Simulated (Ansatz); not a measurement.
Values for one crystal, relaxed and computed with DFT-PBEsol in the program Ansatz with PAW potentials; other levels are named.

- Volume per atom = 15.55 Å³
- Electronic character = metallic (no gap)
- Elastic constants (relaxed ions, GPa) = C11 = 97.1, C12 = 107, C44 = 64.8
- Pressure derivative B′ = 4.5
- Density of states at the Fermi level = 0.45 states/eV per atom (mean over ±0.08 eV)
- Mechanical stability = unstable (C has a negative eigenvalue)
- Bulk modulus (Birch–Murnaghan fit) = 104 GPa

Pick the material that matches.
A. MgPd, CsCl type
B. Ni3Sn4, C2/m (Ni on 2a, Ni on 4i, Sn on 4i, Sn on 4i)
C. LaHg, CsCl type
D. Li3Hg, Fm-3m (Li on 8c, Hg on 4a, Li on 4b)

A, MgPd, CsCl type

Space group Pm-3m (CsCl type). The first step of the workflow began from a Materials Project structure, measured or hypothetical; the Crystallography Open Database files this formula in space group No. 221, but the cells were not matched. Its standing as an ambient phase is unchecked. The PBEsol relaxation kept the symmetry of its start. The run is not spin-polarised. As this level gives no gap, shear constants depend on the k-mesh and smearing (Fermi–Dirac, 0.1 eV here). Spin–orbit coupling is left out wherever it is not named.

Potentials: the later of the program's two PAW sets.
